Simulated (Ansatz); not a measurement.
Consider the following.

SnSb (rock salt, space group No. 225), a = b = c = 6.0378 Å, α = β = γ = 90.00°; the cell used has 2 atoms.

This is the LDA-relaxed structure.

Q: All from DFT-LDA in the program Ansatz with PAW potentials, unless another level is named. Predict the Debye temperature from the elastic constants.

A: 220 K.

Q: Predict the highest zone-centre frequency.

A: 2.54 THz.

Space group Fm-3m (rock salt). The workflow started from a Materials Project entry (that database holds measured and hypothetical structures alike); the Crystallography Open Database files this formula in space group No. 225, but the cells were not matched. Its standing as an ambient phase is unchecked. The LDA relaxation kept the symmetry of its start; of distortions, only those at the zone centre were tested. As this level gives no gap, shear constants depend on the k-mesh and smearing (Fermi–Dirac, 0.1 eV here). As this level gives no gap, phonon frequencies hold no LO–TO term and depend on the k-mesh and smearing (Fermi–Dirac, 0.1 eV here). Spin–orbit coupling is left out wherever it is not named.

Potentials: the later of the program's two PAW sets.
